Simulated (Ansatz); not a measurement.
An element in the sc structure gives these cold pressures by all-electron LAPW under PBEsol (Ansatz 0.2.0, scalar-relativistic, no spin polarisation).

| V (Å³/atom) | P (GPa) |
| --- | --- |
| 17.77 | -0.02 |
| 16.88 | 13.28 |
| 15.10 | 53.0 |
| 13.33 | 120.5 |
| 11.55 | 237.4 |
| 9.77 | 460.3 |
| 8.00 | 948.4 |
| 7.11 | 1397 |

Which element is it?

W. Its zero-pressure volume in this structure is near 17.8 Å³/atom; the volume and the steepness of P(V) together point to it, though neighbours can come close. Neighbours weren't tried against these numbers.
